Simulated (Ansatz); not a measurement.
An elastic tensor (GPa, Voigt order, standard axes) from plane-wave PAW LDA (Ansatz code):

|  | 1 | 2 | 3 | 4 | 5 | 6 |
|---|---|---|---|---|---|---|
| 1 | 815 | 131 | 131 | 0.0 | 0.0 | 0.0 |
| 2 | 131 | 815 | 131 | 0.0 | 0.0 | 0.0 |
| 3 | 131 | 131 | 815 | 0.0 | 0.0 | 0.0 |
| 4 | 0.0 | 0.0 | 0.0 | 190 | 0.0 | 0.0 |
| 5 | 0.0 | 0.0 | 0.0 | 0.0 | 190 | 0.0 |
| 6 | 0.0 | 0.0 | 0.0 | 0.0 | 0.0 | 190 |

Question: Which compound is it?
A) Ge, diamond
B) V, bcc (W type)
C) Ca, fcc (Cu type)
D) TaC, rock salt

Answer: D, TaC, rock salt

Space group Fm-3m (rock salt). Symmetry was held in the LDA relaxation; of distortions, only those at the zone centre were tested. No spin polarisation was allowed. As this level gives no gap, shear constants depend on the k-mesh and smearing (Fermi–Dirac, 0.1 eV here). Scalar-relativistic: spin–orbit coupling is off unless named, which matters more the heavier the elements.

Potentials: the later of the program's two PAW sets.
